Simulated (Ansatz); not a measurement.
LiNbO$_{2}$ (space group P6_3/mmc)

```
LiNbO2
1.0
    2.90325     0.00000     0.00000
   -1.45163     2.51429     0.00000
    0.00000     0.00000    10.43545
Li Nb O
2 2 4
Direct
  0.00000   0.00000   0.00000
  0.00000   0.00000   0.50000
  0.33333   0.66667   0.75000
  0.66667   0.33333   0.25000
  0.33333   0.66667   0.12318
  0.66667   0.33333   0.87682
  0.66667   0.33333   0.62318
  0.33333   0.66667   0.37682
```

The slice is a (0001) plane (indices of the conventional cell) through the point (0.667, 0.333, 0.877) (fractional), spanned by u = [110] and v = [1 -1 0] in vectors of this cell: u (2.90 Å) and v (5.03 Å, at 90° to u). It covers one period; positions are fractions (u, v).

Level of theory: r2SCAN (plane waves to 500 eV, PAW, scalar-relativistic; Ansatz, an electronic-structure program). k mesh 13×13×4. These are valence fields of a PAW run, semicore shells included where kept as valence: close to a nucleus they are smooth pseudo fields. LiNbO2 is run without spin polarisation and with no Hubbard U. LiNbO2 was relaxed with its symmetry unable to fall.

Question: Predict the map of the electrostatic potential energy of an electron, from the cell's mean on the slice.

Answer: 
| v \ u | 0.00 | 0.14 | 0.29 | 0.43 | 0.57 | 0.71 | 0.86 |
|---|---|---|---|---|---|---|---|
| 0.88 | x | x | 9.9 | 9.9 | 9.9 | 9.9 | x |
| 0.75 | 7.4 | 8.0 | 9.2 | 10.0 | 10.0 | 9.2 | 8.0 |
| 0.62 | 6.4 | 7.5 | x | x | x | x | 7.5 |
| 0.50 | 8.9 | 9.2 | x | x | x | x | 9.2 |
| 0.38 | 9.8 | 10.1 | x | x | x | x | 10.1 |
| 0.25 | 10.1 | 9.7 | 8.6 | 7.5 | 7.5 | 8.6 | 9.7 |
| 0.12 | x | x | 8.3 | 6.7 | 6.7 | 8.3 | x |
| 0.00 | x | x | x | 9.1 | 9.1 | x | x |

Values: electrostatic potential energy of an electron, from the cell's mean, in eV. Points within 0.9 Å of a nucleus are blanked (x), as the pseudised field means little there. The zero, the cell's mean, hangs on the PAW cores.
